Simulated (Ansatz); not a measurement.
Starting cell, Au (fcc, Cu type):

```xyz
2
Lattice="0.0000 4.1241 4.1241 2.0620 2.0620 4.1241 2.0620 2.0620 0.0000" Properties=species:S:1:pos:R:3 pbc="T T T"
Au     0.0000     0.0000     0.0000
Au     2.0620     4.1241     2.0620
```

The atoms are displaced by Q × the pattern below (from a DFPT mode at X = (0.5, 0.5, 0.0), largest move 1; Q in Å), at fixed cell. (q is in reciprocal vectors of the primitive cell; the cell shown is doubled to hold the pattern.)

```tsv
atom	x	y	z
Au1	0.000	0.000	-1.000
Au2	0.000	0.000	1.000
```

These are r2SCAN (plane waves to 500 eV, PAW, scalar-relativistic; Ansatz, a first-principles code) values and carry that method's errors. k mesh 19×19×19 (Γ-centred), Fermi-Dirac smearing 0.05 eV. With partly filled bands, energies and forces of such displacements shift with the k mesh and the smearing. Au was relaxed with its symmetry unable to fall. Spin-orbit coupling is left out, though Au is heavy. 

```json
[
 {"Q (Å)": "-0.100", "−dE/dQ from forces (eV/Å)": "2.886"},
 {"Q (Å)": "-0.083", "−dE/dQ from forces (eV/Å)": "2.373"},
 {"Q (Å)": "-0.067", "−dE/dQ from forces (eV/Å)": "1.878"},
 {"Q (Å)": "-0.050", "−dE/dQ from forces (eV/Å)": "1.398"},
 {"Q (Å)": "-0.033", "−dE/dQ from forces (eV/Å)": "0.928"},
 {"Q (Å)": "-0.017", "−dE/dQ from forces (eV/Å)": "0.463"},
 {"Q (Å)": "0.000", "−dE/dQ from forces (eV/Å)": "0.000"},
 {"Q (Å)": "0.017", "−dE/dQ from forces (eV/Å)": "-0.463"},
 {"Q (Å)": "0.033", "−dE/dQ from forces (eV/Å)": "-0.928"},
 {"Q (Å)": "0.050", "−dE/dQ from forces (eV/Å)": "-1.398"},
 {"Q (Å)": "0.067", "−dE/dQ from forces (eV/Å)": "-1.878"},
 {"Q (Å)": "0.083", "−dE/dQ from forces (eV/Å)": "-2.373"},
 {"Q (Å)": "0.100", "−dE/dQ from forces (eV/Å)": "-2.886"}
]
```

Question: What harmonic wavenumber does the curvature at Q = 0 give?

Answer: 138 cm⁻¹. E″ = 27.74 eV/Å², M = Σ mᵢ|uᵢ|² = 393.9 u, ν̃ = 521.5·√(|E″|/M).

(For displaced atoms, the force is minus the slope of the energy, and its curvature is a force constant, which sets phonon frequencies.)
